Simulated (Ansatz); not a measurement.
BiBrO in space group P4/nmm (No. 129; Bi on 2c, Br on 2c, O on 2a), DFT-r²SCAN+D4 in the program Ansatz with PAW potentials. The conduction-band minimum lies at Z, with 1 equivalent valley. Second derivatives d²E/dk² of the lowest band at one valley (eV·Å²), along Cartesian directions:

```json
[
 {"direction": "[100]", "d²E/dk²": "29.26"},
 {"direction": "[010]", "d²E/dk²": "29.26"},
 {"direction": "[001]", "d²E/dk²": "4.164"},
 {"direction": "[110]", "d²E/dk²": "29.26"},
 {"direction": "[101]", "d²E/dk²": "16.72"},
 {"direction": "[011]", "d²E/dk²": "16.72"}
]
```

Question: Find the principal effective masses, the density-of-states mass and the conductivity mass.

Answer: Off-diagonal terms follow from H_xy = H[110] − (H_xx + H_yy)/2, and m*/mₑ = 7.620 eV·Å² over each eigenvalue: 0.26, 0.26, 1.8. One valley's DOS mass (m₁m₂m₃)^(1/3) = 0.50, conductivity mass 3/(Σ 1/mᵢ) = 0.36 mₑ.

Question: What effective density of states Nc follows at 300 K for parabolic valleys?

Answer: Nc = 2.509e19 × 1 × (0.50)^(3/2) ≈ 8.9e18 cm⁻³.

The workflow started from a Materials Project entry (that database holds measured and hypothetical structures alike); the Crystallography Open Database files this formula in space group No. 129, but the cells were not matched. Whether it is the stable phase at ambient conditions was not checked. The cell was relaxed with r²SCAN+D4 under the symmetry of its start; whether a distortion lowers the energy is not shown. Scalar-relativistic: spin–orbit coupling is off unless named, which matters more the heavier the elements.

Potentials: the later of the program's two PAW sets.

Edges and masses are those of Kohn–Sham bands, whose gap is no quasiparticle gap.
